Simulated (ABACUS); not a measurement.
A self-consistent single point of TiN (Fm-3m, 2 atoms in the cell; from Materials Project mp-492).

```
TiN
1.0
    0.00000     2.12062     2.12062
    2.12062     0.00000     2.12062
    2.12062     2.12062     0.00000
Ti N
1 1
Direct
  0.00000   0.00000   0.00000
  0.50000   0.50000   0.50000
```

All values come from this method and carry its errors: PBE-D3(zero damping), PseudoDojo 0.5 standard norm-conserving PBE (tails mended) pseudopotentials (plane waves; ABACUS).

ABACUS settings:

```
setting                                                               value
---------------  ----------------------------------------------------------
KPT                                                    Gamma 13 13 13 0 0 0
basis_type                                                               pw
ecutwfc                                                               84 Ry
smearing_method                                                    gaussian
smearing_sigma                                                0.00367493 Ry
vdw_method                                                             d3_0
potentials       PseudoDojo 0.5 standard norm-conserving PBE (tails mended)
symmetry                                                                  1
symmetry_prec                                                         1e-05
ks_solver                                                      dav_subspace
scf_nmax                                                                100
scf_thr                                                          1.0e-09 Ry
mixing_type                                                           pulay
```

Results:

- Number of valence electrons = 17
- Number of bands = 19
- Number of k-points after the program's reduction = 84
- Number of plane waves (most at a k-point) = 1695
- Number of SCF iterations = 9
- FFT grid = 36 × 36 × 36
- Free energy E − TS = -1901.5974 eV
- Fermi level (on the code's own zero) = 17.24 eV
- Pressure = -5.82 GPa
- Dispersion energy = -0.682 eV

Stress (GPa, positive for compression):
```
-5.82   0.00   0.00
 0.00  -5.82   0.00
 0.00   0.00  -5.82
```

For comparison: a first run (DFT, PBE, plane waves, PseudoDojo 0.5 standard norm-conserving PBE (tails mended) pseudopotentials) was changed to give this one (vdw_method: default → d3_0), and from it to this one the pressure goes from 1.06 to -5.82 GPa.

The structure comes from a collection of computed structures, made at another level of theory; the collection holds predicted forms beside known ones.

Cost on one core: very roughly 60 core-seconds.

“Tails mended”: in these copies of the files the far tail of each local potential was reset to the Coulomb form.
